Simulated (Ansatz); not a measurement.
Consider the following.

Ge:
```yaml
crystal:
  lattice:
    - [0.00000, 2.82778, 2.82778]
    - [2.82778, 0.00000, 2.82778]
    - [2.82778, 2.82778, 0.00000]
  atoms:
    - { symbol: Ge, position: [0.50000, 0.50000, 0.50000] }
    - { symbol: Ge, position: [0.75000, 0.75000, 0.75000] }
```

This is the r²SCAN+D4-relaxed structure.

### Question
All from DFT-r²SCAN+D4 in the program Ansatz with PAW potentials, unless another level is named. Predict the band gap.

### Answer
0.46 eV (direct).

### Question
Predict the valence-band maximum.

### Answer
at Γ.

Space group Fd-3m (diamond). Symmetry was held in the r²SCAN+D4 relaxation. Spin–orbit coupling is left out wherever it is not named.

Potentials: the later of the program's two PAW sets.
